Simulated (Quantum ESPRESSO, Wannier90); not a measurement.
## Tight-binding from DFT: HfN (rock salt)

```
CELL_PARAMETERS angstrom
      0.00000     2.25586     2.25586
      2.25586     0.00000     2.25586
      2.25586     2.25586     0.00000
ATOMIC_POSITIONS crystal
  Hf 0.00000 0.00000 0.00000
  N  0.50000 0.50000 0.50000
```

Cell from Materials Project (mp-2828), symmetrised, no further relaxation. COD (Crystallography Open Database) has an entry of this formula and space group (matched by these alone). Method: PBEsol plane waves in Quantum ESPRESSO 7.5 (PseudoDojo norm-conserving files, 68 Ry, no spin polarisation, no spin-orbit coupling), Bloch states on a 10×10×10 mesh through Γ, Wannier90 4.0.1. Density: 12×12×12 mesh, cold smearing 0.01 Ry. Spin-orbit coupling is left out although heavy elements are present.

The lattice is scaled uniformly with fixed fractional positions, and at each scale an atom-like model (Hf d, N p; disentangled, num_iter = 0) is made. Listed is the largest hopping of each kind of orbital pair shown, with the distance of the two functions' centres at scale 1; the mesh was not varied.

```tsv
scale	modulus of t, N2 pz–Hf1 dz2 at 2.26 Å (eV)	modulus of t, Hf1 dxz–Hf1 dxz at 3.19 Å (eV)	modulus of t, N2 px–N2 py at 3.19 Å (eV)
0.960	2.943	1.209	0.412
0.980	2.746	1.115	0.401
1.000	2.562	1.025	0.391
1.020	2.390	0.945	0.380
1.040	2.223	0.872	0.370
```

With |t| ∝ d^(−η), find η for each hopping from the ends of the series.


- N2 pz–Hf1 dz2 at 2.26 Å: η = −ln(2.223/2.943)/ln(1.040/0.960) = 3.5
- Hf1 dxz–Hf1 dxz at 3.19 Å: η = −ln(0.872/1.209)/ln(1.040/0.960) = 4.1
- N2 px–N2 py at 3.19 Å: η = −ln(0.370/0.412)/ln(1.040/0.960) = 1.3
Harrison's rules would take η = 3.5, 5.0, 2.0 for these pairs; they describe atomic orbitals, while these are orthogonalised and change shape with the volume.
